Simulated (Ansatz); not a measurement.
Pt (simple cubic, space group No. 221) at seven volumes, the program Ansatz at the PBEsol level (PAW), scaled uniformly. One row is withheld.

| V (Å³/atom) | P (GPa) |
|---|---|
| 15.759 | 26.21 |
| 16.278 | 15.80 |
| 16.798 | 7.19 |
| 17.317 | 0.00 |
| 17.837 | -6.00 |
| 18.356 | -10.92 |
| 18.876 | ? |

Fit the shown pressures and predict the withheld one.

P = (3/2)B₀(x^(7/2) − x^(5/2))[1 + (3/4)(B′ − 4)(x − 1)] with x = (V₀/V)^(2/3). Least squares on the six rows gives V₀ = 17.317 Å³/atom, B₀ = 218 GPa, B′ = 5.16. At V = 18.876, x = 0.9442 and P = -15.05 GPa. The run itself gave -14.91 GPa.

Space group Pm-3m (simple cubic). The cell is a constructed one: a structure type filled with these elements; neither database checked (COD, Materials Project) lists it. It is not the phase usual at ambient conditions (space group No. 225). The cell was relaxed with PBEsol under the symmetry of its start; its stability against distortions is not shown here. The run is not spin-polarised. Scalar-relativistic: spin–orbit coupling is off unless named, which matters more the heavier the elements.

Potentials: the later of the program's two PAW sets.
